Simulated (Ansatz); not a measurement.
AgCl:
```
AgCl
1.0
    0.00000     2.72371     2.72371
    2.72371     0.00000     2.72371
    2.72371     2.72371     0.00000
Ag Cl
1 1
Cartesian
  2.72371   2.72371   2.72371
  0.00000   0.00000   0.00000
```

Relaxed with PBEsol. Special points in fractions of this cell's reciprocal vectors: Γ (0.000, 0.000, 0.000); X (0.500, 0.000, 0.500); U (0.625, 0.250, 0.625); K (0.375, 0.375, 0.750); L (0.500, 0.500, 0.500); W (0.500, 0.250, 0.750).

Q: List the band energies nearest the valence-band maximum at these points for PBEsol in the plane-wave PAW code Ansatz.

A: In eV from the valence-band maximum; about four levels below and three above (degenerate sets whole), none deeper than 8.9 eV; … stands for higher levels left out; points with the same levels are listed once.

```tsv
k	below	above
Γ	-2.67 -2.67 -2.56 -2.56 -2.56	0.72 …
X	-2.45 -2.14 -2.14 -2.02	2.13 7.71 …
U	-2.21 -2.02 -1.81 -1.18	3.45 7.06 …
L	-2.28 -2.28 -1.94 0.00 0.00	3.87 6.74 …
W	-2.19 -2.19 -2.14 -2.13 -1.35	4.16 …
```

Space group Fm-3m (rock salt). The PBEsol relaxation kept the symmetry of its start. No spin polarisation was allowed. Scalar-relativistic: spin–orbit coupling is off unless named, which matters more the heavier the elements.

Potentials: the later of the program's two PAW sets.
